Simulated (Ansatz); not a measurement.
## What DFT gives for ZnAs₃

```yaml
crystal:
  lattice:
    - [0.00000, 5.77810, 0.00000]
    - [8.61283, -2.88905, 0.00000]
    - [0.00000, 0.00000, -5.78741]
  atoms:
    - { symbol: As, position: [0.11900, 0.23800, 0.00000] }
    - { symbol: As, position: [0.38100, 0.76200, 0.50000] }
    - { symbol: As, position: [0.88100, 0.76200, 0.00000] }
    - { symbol: As, position: [0.61900, 0.23800, 0.50000] }
    - { symbol: Zn, position: [0.36700, 0.73400, 0.00000] }
    - { symbol: Zn, position: [0.13300, 0.26600, 0.50000] }
    - { symbol: Zn, position: [0.63300, 0.26600, 0.00000] }
    - { symbol: Zn, position: [0.86700, 0.73400, 0.50000] }
    - { symbol: As, position: [0.50000, 0.50000, 0.75000] }
    - { symbol: As, position: [0.00000, 0.50000, 0.25000] }
    - { symbol: As, position: [0.50000, 0.50000, 0.25000] }
    - { symbol: As, position: [0.00000, 0.50000, 0.75000] }
    - { symbol: As, position: [0.19000, 0.00000, 0.69000] }
    - { symbol: As, position: [0.31000, 0.00000, 0.19000] }
    - { symbol: As, position: [0.81000, 0.00000, 0.31000] }
    - { symbol: As, position: [0.69000, 0.00000, 0.81000] }
```

Method: PBE, no spin polarisation; PAW, plane waves to 420 eV, 5×5×5 Γ-centred mesh, methfessel-paxton occupations (width 0.0137 eV) (Ansatz 0.2.0), atoms fixed.

Describe some of the short contacts.

Zn–As at 2.77 Å: least valence density 0.24 e/Å³ and ELF 0.28 there. As–As at 2.89 Å: least valence density 0.25 e/Å³ and ELF 0.38 there. These are pseudo-fields; inside the PAW spheres they differ from the all-electron ones.

Where is the largest force?

The largest is on As13 (and as large on other atoms): 0.35 eV/Å, components (0.00, -0.22, 0.27). It makes 56° with the line to a nearest neighbour, Zn8 at 2.77 Å.

What is the formation energy?

0.37 eV an atom against the elements' usual phases (free molecules for gases, crystals otherwise, with no correction for O₂ or N₂), so at this geometry it isn't bound against them. Relaxing would lower it.

Which element gives electrons and which takes them?

Bader charges in e: Zn +0.41, As -0.17 to -0.09. In the mean Zn gives up most and As takes most.

Is there a gap?

It is a metal, with about 8.1 states/eV a cell as the mean within 0.25 eV of the Fermi level, mostly As p (78 %).

What does the stress say?

The pressure is 3.5 GPa (compression positive), so with the atoms held at these fractions the cell would first expand. The principal stresses 2.7, 3.0, 4.7 GPa differ, so its shape would change too.

Origin: a known structure type with other elements, at an estimated volume, so it need not be a known compound.
